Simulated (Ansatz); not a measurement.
One stationary structure of InAgTe₂. Space group I-42d (No. 122), chalcopyrite type. Level of theory: PBEsol (plane waves to 420 eV, PAW, scalar-relativistic; Ansatz, an electronic-structure program).

Space group I-42d (No. 122); a = b = 6.434 Å, c = 12.760 Å, α = β = γ = 90.00°

| atom | site | symmetry | x | y | z |
|---|---|---|---|---|---|
| Ag | 4a | -4.. | 0.0000 | 0.0000 | 0.0000 |
| In | 4b | -4.. | 0.0000 | 0.0000 | 0.5000 |
| Te | 8d | .2. | 0.2500 | 0.2586 | 0.3750 |
(The calculation used a cell of 8 atoms; values per cell refer to that cell.)

Volume per atom: 33.01 Å³
Band gap: 0.08 eV, direct at Γ (no spin-orbit coupling)
Shortest distances: Ag–Te 2.75 Å; In–Te 2.81 Å
k-mesh: 7×7×7

Band energies at high-symmetry points (eV from the VBM; labels of this space group; no spin-orbit coupling), from −5 eV up to 4.8 eV:

```tsv
point	energies
Γ	-4.52 -4.40 -4.40 -4.39 -4.13 -4.07 -3.99 -3.99 -3.77 -3.76 -3.64 -3.09 -3.09 -2.64 -2.40 -2.04 -2.04 -0.07 -0.07 0.00 0.08 1.81 1.92 3.41 3.41 3.67 4.02 4.26 4.29 4.29
X	-4.57 -4.57 -4.42 -4.42 -4.21 -4.21 -3.99 -3.99 -3.91 -3.91 -3.52 -3.52 -2.56 -2.56 -1.41 -1.41 -0.96 -0.96 -0.57 -0.57 0.86 0.86 2.83 2.83 4.10 4.10 4.22 4.22
P	-4.55 -4.55 -4.43 -4.43 -4.16 -4.16 -4.12 -4.12 -3.77 -3.77 -3.73 -3.73 -2.13 -2.13 -1.67 -1.67 -0.93 -0.93 -0.82 -0.82 1.23 1.23 2.62 2.62 3.88 3.88 4.25 4.25
N	-4.54 -4.52 -4.47 -4.38 -4.12 -4.07 -3.98 -3.94 -3.72 -3.72 -3.19 -3.10 -2.95 -2.71 -2.11 -1.93 -1.66 -1.36 -1.28 -0.66 1.77 2.08 2.83 3.48 3.64 3.90 4.11 4.44 4.71 4.73
M	-4.50 -4.50 -4.36 -4.36 -4.19 -4.19 -3.83 -3.83 -3.74 -3.74 -2.90 -2.90 -2.71 -2.71 -1.93 -1.93 -1.35 -1.35 -1.03 -1.03 1.47 1.47 1.92 1.92 2.60 2.60 3.29 3.29
S	-4.51 -4.49 -4.46 -4.35 -4.18 -4.16 -4.03 -3.83 -3.79 -3.45 -3.26 -3.11 -2.58 -2.58 -2.46 -2.11 -1.79 -1.44 -0.86 -0.67 1.59 1.89 2.30 3.08 3.78 3.81 3.98 4.28 4.68
S0	-4.51 -4.49 -4.46 -4.35 -4.18 -4.16 -4.03 -3.83 -3.79 -3.45 -3.26 -3.11 -2.58 -2.58 -2.46 -2.11 -1.79 -1.44 -0.86 -0.67 1.59 1.89 2.30 3.08 3.78 3.81 3.98 4.28 4.68
R	-4.56 -4.56 -4.41 -4.41 -4.15 -4.15 -3.97 -3.97 -3.88 -3.88 -3.49 -3.49 -2.55 -2.55 -1.66 -1.66 -1.00 -1.00 -0.79 -0.79 1.11 1.11 3.26 3.26 3.53 3.53 4.28 4.28 4.78 4.78
```

No spin polarisation in the result. Without spin-orbit coupling the bands of the heavy element are not split, so the gap can be far off.

The run could not lose the symmetry of its start.
